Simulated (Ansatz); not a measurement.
MgS:
```
MgS
1.0
    0.00000     2.60258     2.60258
    2.60258     0.00000     2.60258
    2.60258     2.60258     0.00000
Mg S
1 1
Direct
  0.00000   0.00000   0.00000
  0.50000   0.50000   0.50000
```

Relaxed with r²SCAN. r²SCAN in the plane-wave PAW code Ansatz gives a gap of 3.47 eV.

Problem. What gap does HSE06 give on the same cell (Ansatz, PAW)?

Solution. 3.80 eV, 0.33 eV more. The hybrid was solved on a coarser mesh and at special points; its gap is the smallest among all of these.

```json
[
 {"k": "Γ", "v1 r²SCAN": "0.00", "c1 r²SCAN": "4.64", "v1 HSE06": "___", "c1 HSE06": "___"},
 {"k": "X", "v1 r²SCAN": "-1.72", "c1 r²SCAN": "3.47", "v1 HSE06": "-1.84", "c1 HSE06": "3.80"},
 {"k": "L", "v1 r²SCAN": "-0.62", "c1 r²SCAN": "5.22", "v1 HSE06": "___", "c1 HSE06": "___"},
 {"k": "W", "v1 r²SCAN": "-2.34", "c1 r²SCAN": "5.92", "v1 HSE06": "___", "c1 HSE06": "___"},
 {"k": "K", "v1 r²SCAN": "-1.40", "c1 r²SCAN": "4.56", "v1 HSE06": "___", "c1 HSE06": "___"}
]
```

Problem. Top valence (v1) and lowest conduction level (c1) in eV from each method's valence maximum (which need not be a listed point): supply the withheld HSE06 values.

Solution. 
- W, v1 HSE06: -2.51
- W, c1 HSE06: 6.39
- Γ, v1 HSE06: 0.00
- Γ, c1 HSE06: 4.82
- K, v1 HSE06: -1.48
- K, c1 HSE06: 4.95
- L, v1 HSE06: -0.65
- L, c1 HSE06: 5.56

Cost on shared cores: the r²SCAN run (SCF on a 9×9×9 mesh, then bands and DOS) around 7 core-seconds (rough), the HSE06 run (SCF on 7×7×7, then a few points) roughly 30 core-seconds; the tasks are unlike.

Space group Fm-3m (rock salt). Symmetry was held in the r²SCAN relaxation; phonons on a q-mesh show no instability.

Potentials: the earlier of the program's two PAW sets.
